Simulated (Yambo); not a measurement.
Yambo run on PbI$_{2}$ (CdI2 type, space group P-3m1, No. 164). The wavefunctions are norm-conserving PBE (stringent potentials; Quantum ESPRESSO, 112 Ry, without SOC) ones on a 3×3×2 mesh (36 occupied bands); a = 4.5372 Å, b = 4.5372 Å, c = 7.0659 Å, α = 90.00°, β = 90.00°, γ = 120.00°.

Yambo input:

```
rim_cut
gw0
dyson
el_el_corr
HF_and_locXC
cohsex
em1s
RandQpts= 1000000
RandGvec= 1 Ry
EXXRLvcs= 112.5 Ry
VXCRLvcs= 450 Ry
Chimod= "HARTREE"
% BndsRnXs
 23 | 446 |
%
NGsBlkXs= 12 Ry
% LongDrXs
 1.0 | 1.0 | 1.0 |
%
ExtendOut
% QPkrange
 2 | 2 | 36 | 37 |
%
```

k points by index: 2 = A.

Resulting energies as the program prints them:

```
#    K-point    Band    Eo [eV]    E [eV]    E-Eo [eV]    Vxc [eV]    Vnlxc [eV]    Sc|Eo [eV]    Re(Z)    Im(Z)
#
    2    36    0.000000    -2.679493    -2.679493    -13.93047    -15.85221    -0.757758    1.000000    0.000000
    2    37    2.255521    1.124117    -1.131404    -9.999740    -6.381233    -4.749911    1.000000    0.000000
```
(The two width columns are left out.) Convergence of these settings isn't established.

Geometry relaxed with PBEsol.
